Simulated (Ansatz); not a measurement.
Space group Pm-3m (No. 221). a = 4.519 Å, b = 4.519 Å, c = 4.519 Å, α = 90.00°, β = 90.00°, γ = 90.00°
| atom | site | symmetry | x | y | z |
| --- | --- | --- | --- | --- | --- |
| K | 1a | m-3m | 0.0000 | 0.0000 | 0.0000 |
| Hg | 1b | m-3m | 0.5000 | 0.5000 | 0.5000 |
| F | 3c | 4/mm.m | 0.5000 | 0.5000 | 0.0000 |

Equation of state of this KHgF₃ structure (not necessarily the ground state), with shape and atoms relaxed at each volume where symmetry leaves them free. Theory: DFT r2SCAN, scalar-relativistic, plane waves, PAW (Ansatz 0.2.0).

Cutoff 500 eV; k points 6×6×6 on the computed 5-atom cell (Γ-centred); Gaussian smearing, width 0.02 eV; no spin polarisation.

```csv
V (Å³/atom),E − E(largest V) (meV/atom),P (GPa),gap on mesh (eV)
16.237,35.23,10.53,0.93
16.791,4.87,7.14,0.97
17.345,-14.80,4.32,1.01
17.898,-25.53,1.96,1.05
18.452,-28.79,-0.01,1.08
19.005,-25.81,-1.66,1.10
19.559,-17.61,-3.04,1.12
20.297,0.00,-4.54,1.14
```

Problem. Fit a third-order Birch–Murnaghan equation to E(V).

Solution. V0 = 18.45 Å³/atom, B0 = 60 GPa, B0' = 4.9.

Spin-orbit coupling is left out, which matters for the bands of heavy elements.

Symmetry holds off the tilts and polar distortions that many cubic perovskites undergo.

Cost: 8 runs of about 3 core-minutes in all, on Intel Xeon 6975P-C (Granite Rapids) (shared hosts).